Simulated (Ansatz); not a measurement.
**4 guesses for TiSb2Se2 and where they end**

Method: Ansatz 0.2.0, DFT PBE, scalar-relativistic, plane waves, PAW. All cells share a 420 eV cutoff and Γ-centred k meshes spaced at most about 0.3 Å⁻¹ (about 0.25 or finer for metals, 2π included). No spin polarisation in the final relaxations.

Each guess was relaxed in cell and atoms at zero pressure, within the symmetry of its start. Temperature and zero-point effects are left out. Coordination counts Sb or Se atoms around Ti (for each partner element, those within 1.25 times its shortest distance or 1.15 times the sum of covalent radii, where it is the nearest in units of that sum or under 1.3; a plus sign parts groups by distance over the sum of covalent radii).

| guess | made from | start group | V start (Å³/atom) | end group | V end (Å³/atom) | coordination at the end | gap on mesh (eV) | E over the lowest end (meV/atom) |
| --- | --- | --- | --- | --- | --- | --- | --- | --- |
| 1 | random cell | P6/mmm | 30.0 | ? | ? | ? | ? | ? |
| 2 | random cell | P4/mmm | 31.1 | P4/mmm | 46.7 | Ti 6 | 0 | 734 |
| 3 | CaAl2Ge2 type | P-3m1 | 30.2 | P-3m1 | 26.9 | Ti 6 | 0 | 0 |
| 4 | EuFe2As2 type | Fmmm | 23.9 | I4/mmm | 26.1 | Ti 8 | 0 | 594 |

Guess 1 as it starts:

Space group P6/mmm (No. 191). a = 5.239 Å, b = 5.239 Å, c = 6.304 Å, α = 90.00°, β = 90.00°, γ = 120.00°
```
atom  site  symmetry       x       y       z
  Ti    1b     6/mmm  0.0000  0.0000  0.5000
  Sb    2d      -6m2  0.3333  0.6667  0.5000
  Se    2e       6mm  0.0000  0.0000  0.2025
```

Question: Predict the end of this guess and its energy over the lowest end.

Answer: It ends in space group P6/mmm (No. 191), with a = 5.153 Å, c = 8.183 Å, 37.6 Å³/atom and no gap. It lies 0.72 eV/atom over the lowest end, above guess 4 and below guess 2. Counting Sb or Se atoms around Ti, this end has Ti 2+6 and the lowest (guess 3) has Ti 6. This end and the lowest (guess 3) both hold Sb–Sb nets.

```yaml
crystal:
  lattice:
    - [5.15254, 0.00000, 0.00000]
    - [-2.57627, 4.46223, 0.00000]
    - [0.00000, 0.00000, 8.18338]
  atoms:
    - { symbol: Ti, position: [0.00000, 0.00000, 0.50000] }
    - { symbol: Sb, position: [0.33333, 0.66667, 0.50000] }
    - { symbol: Sb, position: [0.66667, 0.33333, 0.50000] }
    - { symbol: Se, position: [0.00000, 0.00000, 0.20912] }
    - { symbol: Se, position: [0.00000, 0.00000, 0.79088] }
```

Energies over the elements count from the elements' standard structures at the same level, with no fitted energy shifts.

Question: Is the lowest end bound against the elements?

Answer: Yes: its formation energy is −0.58 eV/atom. Whether it is stable depends on the other phases of the system, which aren't compared here.

Weakly bound directions are ill-defined at this level, which has no dispersion term (P-3m1, I4/mmm, P6/mmm, P4/mmm), and this can change margins and order among such cells. Spin–orbit coupling, which can matter for Sb, is left out. The reference form of Se is held partly by dispersion forces, which this level lacks. Cells relaxed within their symmetry can be saddle points. A lower structure may well exist outside this small set. Some types were kept out of the candidates beforehand, so the set may lack a known form.
